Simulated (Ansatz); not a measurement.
**Kick test of a cell of Mg3Sn3N**

The structure comes from a proposed guess, relaxed at this level; another structure or a mixture of phases may lie lower.

Method: DFT PBE, scalar-relativistic, plane waves, PAW (Ansatz). Settings: cutoff 420 eV, Γ-centred mesh 10×10×4 on the computed 7-atom cell, Gaussian smearing of 0.10 eV; no spin polarisation.

The cell below (7 atoms, space group P4/mmm (No. 123)) is relaxed within its symmetry.

```
Mg Sn N
1.0
     3.20634    0.00000    0.00000
     0.00000    3.20634    0.00000
     0.00000    0.00000   14.41204
Mg Sn N
3 3 1
Direct
  0.50000 0.50000 0.14475
  0.50000 0.50000 0.85525
  0.00000 0.00000 0.00000
  0.00000 0.00000 0.70189
  0.00000 0.00000 0.29811
  0.50000 0.50000 0.50000
  0.50000 0.50000 0.00000
```

For the test it was strained at random (σ = 1.5 % a component), the atoms were moved at random (σ = 0.15 Å), and all was relaxed again on a coarse 6×6×2 mesh (in the run’s order of axes) with 0.20 eV smearing, with no symmetry imposed.

Question: Does it come back?

Answer: It doesn't return. The energy falls by 43 meV/atom on that mesh, the volume changes by 1.8 %, and the end has space group P4/mmm (No. 123) at a loose tolerance. Relaxed again on a 10×10×2 mesh with 0.10 eV smearing, the new structure lies 27 meV/atom below the first (mesh in the axes of the run's cell; the cell below is made exact in the group named). Space group P4/mmm (No. 123), tetragonal, a = 3.219 Å, c = 14.570 Å. Mg on a site of symmetry 4mm is surrounded by 1 N at 2.07 Å, 4 Sn at 3.08 Å and 8 Mg at 3.08–3.22 Å; Mg on a site of symmetry 4/mmm has 4 N at 2.28 Å and 12 Mg at 3.08–3.22 Å; Sn on a site of symmetry 4mm has 4 Mg at 3.08 Å and 5 Sn at 3.14–3.22 Å; N is surrounded by 2 Mg at 2.07 Å and 4 Mg at 2.28 Å; 1 more site not described.

```cif
data_structure
_symmetry_space_group_name_H-M 'P 1'
_symmetry_Int_Tables_number 1
_cell_length_a 3.2194
_cell_length_b 3.2194
_cell_length_c 14.5696
_cell_angle_alpha 90.000
_cell_angle_beta 90.000
_cell_angle_gamma 90.000
_cell_volume 151.01
loop_
_atom_site_label
_atom_site_type_symbol
_atom_site_fract_x
_atom_site_fract_y
_atom_site_fract_z
_atom_site_occupancy
Mg1 Mg 0.00000 0.00000 0.14242 1
Mg2 Mg 0.00000 0.00000 0.85758 1
Mg3 Mg 0.50000 0.50000 0.00000 1
Sn1 Sn 0.50000 0.50000 0.71535 1
Sn2 Sn 0.50000 0.50000 0.28465 1
Sn3 Sn 0.50000 0.50000 0.50000 1
N1 N 0.00000 0.00000 0.00000 1
```
